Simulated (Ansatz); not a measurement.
Si: energy along a strain

Si, I4_1/amd, a = 4.743 Å, c = 2.659 Å (as given, not relaxed at this level: -0.8 GPa). This isn't the element's structure at ambient conditions. Ansatz: LDA, PAW, 420 eV, Γ-centred 20×20×20 mesh on 2 atoms, Gaussian smearing 0.15 eV; no spin polarisation. Cell vectors (Å): -2.371 2.371 1.329; 2.371 -2.371 1.329; 2.371 2.371 -1.329. The cell is strained by x per cent times the pattern (1 0 0 0 0 0) in the order xx yy zz yz xz xy (engineering shears), with fractional coordinates held. y is the free energy over the start, V0 = 14.950 Å³/atom. Points with a strain past 8.5 % were computed too (2) and aren't used here.

```tsv
x (%)	y (meV/atom)
-7.50	?
-5.00	34.67
0.00	0.00
2.50	7.44
5.00	26.78
7.50	55.09
```

Question: Fit y = c1 x + c2 x² + c3 x³ to the other rows, get the stiffness along the pattern, and predict the missing energy.

Answer: Least squares on the rows shown. y = 0.094078 x + 1.2299 x² − 0.035111 x³. The clamped-ion stiffness p·C·p = 2 × 12.30 eV × 160.2 / 14.950 Å³ = 264 GPa, which is C11 in these axes (second derivative at the start, which stands under stress). At x = -7.50 the fit asked for gives 83.29 meV/atom. The run gave 85.37 meV/atom, so the fit is 2.08 meV/atom too low, 2.4 % of the span of the series, against an rms of 0.04 meV/atom on the fitted rows. The row lies outside the fitted range. With a term in x⁴ added, a fit to the same known rows (none to spare) predicts 84.77 meV/atom, so most of the miss is curvature that the known rows already hold.